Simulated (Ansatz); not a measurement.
input.yaml (Ansatz)

```yaml
crystal:
  lattice:
    - [-1.7657489747, 1.7641550653, 1.2073776049]
    - [1.7641550653, -1.7657489747, 1.2073776049]
    - [3.1517083323, 3.1517083323, -1.2102968529]
  atoms:
    - { symbol: V, position: [6.0403e-05, 0.999939597, 1.0], spin: 1.0 }
    - { symbol: V, position: [0.749939597, 0.250060403, 0.5], spin: 1.0 }
hamiltonian:
  xc: mr2scan
  pseudopotentials:
    kind: paw
    azcp:
      V: "pseudopotentials/V.paw.azcp"
basis:
  ecutwfc: 500
  fft_grid_basis: typed
kpoints:
  mp_grid: { grid: [24, 24, 12], shift: [0, 0, 0] }
magnetization:
  spin_polarized: true
scf:
  occupations: { method: fermi_dirac, width: 0.05 }
```

Output

```
Engine: ansatz 0.2.0, aarch64-unknown-linux-gnu
Pseudopotentials: kind: paw
Pseudopotential: V, paw, valence charge 13, recommended cutoff 500 eV (meta_gga) 
Functional definition: m-r2SCAN
  exchange = m_r2scan_x
  correlation = m_r2scan_c
Crystal: 2 atoms, lattice volume = 26.858 Å³
Basis set: ecut = 500 eV, 677 PW (Γ), exchange–correlation on 96×96×144 points (64 copies of the dense FFT grid, shifted against one another)
Bands: 18, of which v1, the nominal top of the filled ones, is band 13 counted from 1 (12 counted from 0)
Symmetry: 4 space group operations
Space group: C2/c (ITA 15), of the structure as read, at distance tolerance 3.0e-5 Å
Magnetic group: BNS 15.85 (UNI 92), of the structure as read, at distance tolerance 3.0e-5 Å
k-points: 1814 of 6912
Non-local potential: V, projectors of the file, l = 0: 3, l = 1: 2, l = 2: 3, l = 3: 1
PAW form: soft (Blöchl's): semilocal exchange-correlation on the pseudo side does not see the compensation charge
PAW frozen core: V, regenerated for the run's functional (the file was generated under x = pbe(κ = 0.804, μ = 0.2195149727645171), c = pbe(β = 0.06672455060314922))
PAW one-centre angular grid: V, 590 points (default); XC on 160 Gauss nodes
Initial density: superposition of atomic densities (chi_scale 0.1, normalization cell)
Starting moments: Σ|m| = 2 μB on 2 of 2 sites
Initial wavefunctions: pseudopotential atomic-orbital guess
Functional: x = mr2scan, c = mr2scan; τ floored in thin density (d = 2e-4 eV/Å³)
SCF iter   1: F=—  HF=-5834.375737 eV  |F-HF|=—  |Δ(HF+E_count)|=         —  Δρ=8.55e-2 (↑8.55e-2 ↓2.18e-2)  dr2=2.28e0  dr2_τ=2.16e-2  dr2_m=3.60e-1  M=1.215 μB ∫|m|=1.215 μB  β_m=0.76  ethr=3.10e-3  ⟨swp⟩=3.6  Hψ=241537  notcnv=0
Mixer restart at iter 1: flushing history
SCF iter   2: F=—  HF=-5833.440795 eV  |F-HF|=—  |Δ(HF+E_count)|=   9.35e-1  Δρ=3.88e-2 (↑3.88e-2 ↓1.88e-2)  dr2=7.35e-1  dr2_τ=5.37e-3  dr2_m=3.97e-2  M=1.108 μB ∫|m|=1.108 μB  β_m=1.00  ethr=3.10e-3  ⟨swp⟩=2.8  Hψ=148030  notcnv=0  defer=391  κ⁻¹=1.0e0(r=1)
SCF iter   3: F=—  HF=-5833.407038 eV  |F-HF|=—  |Δ(HF+E_count)|=   3.38e-2  Δρ=1.10e-2 (↑8.74e-3 ↓1.10e-2)  dr2=3.02e-2  dr2_τ=1.50e-3  dr2_m=4.18e-3  M=0.876 μB ∫|m|=0.876 μB  β_m=1.00  ethr=2.83e-3  ⟨swp⟩=2.9  Hψ=127312  notcnv=0  defer=391  κ⁻¹=5.4e-2(r=2)
SCF iter   4: F=—  HF=-5833.816903 eV  |F-HF|=—  |Δ(HF+E_count)|=         —  Δρ=2.57e-2 (↑2.14e-2 ↓2.57e-2)  dr2=1.65e-2  dr2_τ=5.74e-3  dr2_m=1.26e-1  M=0.183 μB ∫|m|=0.183 μB  β_m=0.38  ethr=1.16e-4  ⟨swp⟩=2.8  Hψ=118269  notcnv=0  defer=169
Mixer restart at iter 4: flushing history
SCF iter   5: F=—  HF=-5833.869182 eV  |F-HF|=—  |Δ(HF+E_count)|=   5.23e-2  Δρ=1.69e-2 (↑1.36e-2 ↓1.69e-2)  dr2=8.23e-3  dr2_τ=7.74e-4  dr2_m=5.22e-2  M=0.167 μB ∫|m|=0.167 μB  β_m=1.00  ethr=6.35e-5  ⟨swp⟩=3.0  Hψ=100418  notcnv=0  defer=169  κ⁻¹=1.0e0(r=1)
SCF iter   6: F=—  HF=-5833.942421 eV  |F-HF|=—  |Δ(HF+E_count)|=   7.32e-2  Δρ=3.99e-3 (↑2.83e-3 ↓3.99e-3)  dr2=9.49e-4  dr2_τ=1.17e-4  dr2_m=2.36e-3  M=0.019 μB ∫|m|=0.023 μB  β_m=0.30  ethr=3.17e-5  ⟨swp⟩=2.1  Hψ=127605  notcnv=0  defer=159  κ⁻¹=2.5e-2(r=2)
...
SCF iter  13: F=—  HF=-5833.949422 eV  |F-HF|=—  |Δ(HF+E_count)|=   1.81e-8  Δρ=1.61e-6 (↑1.61e-6 ↓1.22e-6)  dr2=9.28e-10  dr2_τ=2.32e-11  dr2_m=5.96e-11  M=0.000 μB ∫|m|=0.000 μB  β_m=0.60  ethr=3.02e-11  ⟨swp⟩=2.2  Hψ=103817  notcnv=0  defer=118  κ⁻¹=5.9e-9(r=8)
SCF iter  14: F=—  HF=-5833.949422 eV  |F-HF|=—  |Δ(HF+E_count)|=   1.02e-9  Δρ=5.95e-7 (↑5.54e-7 ↓5.95e-7)  dr2=6.54e-11  dr2_τ=4.29e-12  dr2_m=3.75e-11  M=0.000 μB ∫|m|=0.000 μB  β_m=0.30  ethr=3.57e-12  ⟨swp⟩=1.2  Hψ=196211  notcnv=0  κ⁻¹=1.6e-8(r=8)
SCF iter  15: F=—  HF=-5833.949422 eV  |F-HF|=—  |Δ(HF+E_count)|=  5.20e-10  Δρ=5.42e-7 (↑3.00e-7 ↓5.42e-7)  dr2=4.47e-11  dr2_τ=1.94e-12  dr2_m=2.93e-11  M=0.000 μB ∫|m|=0.000 μB  β_m=0.30  ethr=1.00e-12  ⟨swp⟩=2.0  Hψ=127257  notcnv=0  κ⁻¹=1.1e-8(r=8)
SCF iter  16: F=-5833.949422 eV  HF=-5833.949422 eV  |F-HF|=2.27e-11  |Δ(HF+E_count)|=  1.56e-10  Δρ=1.71e-7 (↑1.71e-7 ↓1.56e-7)  dr2=8.95e-13  dr2_τ=2.34e-13  dr2_m=6.00e-12  M=0.000 μB ∫|m|=0.000 μB  ethr=1.00e-12  ⟨swp⟩=2.0  Hψ=126893  notcnv=0
SCF 1 converged in 16 iterations: F = -5833.949422 eV  dr2 = 8.95e-13
WARN: the starting moments were not kept: the SCF closed with an absolute magnetisation of 1.4e-6 μB, where they sum to 2 μB in size (2 sites). That is at most 0.1 of that sum. Measured as dr2_m measures the in/out step, that magnetisation stands 3.0e-13 eV from none, at or under the dr2_threshold of 1.0e-7 eV: it is no larger than a step whose dr2_m would equal this threshold. The system may hold no moment; this SCF shows only that its start led to no more than that. To try another start: raise the starting moments (crystal.atoms[].spin, magnetization.per_species, magnetization.initial_magnetization, or on a non-collinear deck that types none of these the spinor_matrix: blocks that start its atoms; where the total moment is fixed, keep their sum and leave initial_magnetization as it is; typed ones take the place of any that the run laid by itself, positive ones on a crystal's lanthanoids without a Hubbard term where scf.initial_density.shell_occupations: [] is typed) or, if the notice of its spin-set hold's release reads "site moments contracting" or "site moments show no strong build", lengthen the hold (scf.mixing.spin_hold: { on: { confirm: 4 } }; for m-r²SCAN on two components see the key's manual first). Each may lead to a state that holds a moment. A second SCF, from the converged charge density, with the starting moments and any scf.initial_density.shell_occupations laid on it anew, would have followed, and was not run: the deck does not ask for one (magnetization.retry_lost_moments is false, the default). To let it run, set magnetization.retry_lost_moments: true and run the deck again, where that key's refused combinations let it; where memory then withholds it, that run's warning says so.
this state was not tested for a lower state beside it, because the mixer in use, unlike msr1, does not test its closes by its own steps (another_mixer; see scf.mixing.algorithm and scf.lower_state_search)
SCF converged after 16 iterations
Magnetization: 0.0000 μB (13.0000 up, 13.0000 down)
Absolute magnetization: 0.0000 μB (∫|ρ↑−ρ↓|, with the PAW one-centre terms)
Spin contamination: 0.0000 ħ² per cell (⟨S²⟩ above its minimum at these occupations)
Per-site moments (μB) at R_I (Å): [(1.2994994889596214e-7, 0.9960869580307891), (1.2994994885377495e-7, 0.9960869580307891)]
Free energy (F): -5833.949422 eV
Harris-Foulkes:  -5833.949422 eV  (|F-HF|=2.27e-11)
Internal energy: -5833.928899 eV  (E = F + TS)
E sigma→0 (E₀):  -5833.939160 eV
Entropy (-TS):   -0.020522 eV (-10.261 meV/atom)
Fermi energy:    16.682223 eV
--- Per-component energies (eV) ---
  E_band       = -318.089173
  E_kinetic    = 673.525460
  E_local      = -1793.041097  (includes V_loc(G=0)·N_el)
  E_nonlocal   = -90.878111
  E_hartree    = 823.211472
  E_xc         = -253.472814
  E_vxc        = -369.048112  (∫ρ·V_xc dr)
  E_paw        = -2242.876487  (= ΣΔE_a)
  E_vpaw       = -409.797552  (= ΣTr[D̂ρ^β])
  E_aug_tail   = 0.000358  (compensation charges beyond the density's cutoff)
  E_vtau       = 24.726968  (kinetic-family band-sum trace: ∫τ·v_τ [+ j·A + Jᵃ·Aᵃ] dr)
  E_ewald      = -2949.866119
  E_core_change = -0.531562  (= ΣΔE_core)
  E_smearing   = -0.020522  (= −TS)
  E_closure    = 0.000000  (closes the sum)
  Σ components = -5833.949422   (vs F -5833.949422, Δ=0.00e0)
```

Launched by

```sh
ansatz run input.yaml --threads 2 --pin off --max-ram 6144MiB --backend cpu --events-out ev --progress --plain --runs-dir out
```

On 2 threads of Arm Neoverse V1 (shared host) this took about 200 s of wall time and 380 s of CPU time, with 1.9 GiB at the peak.
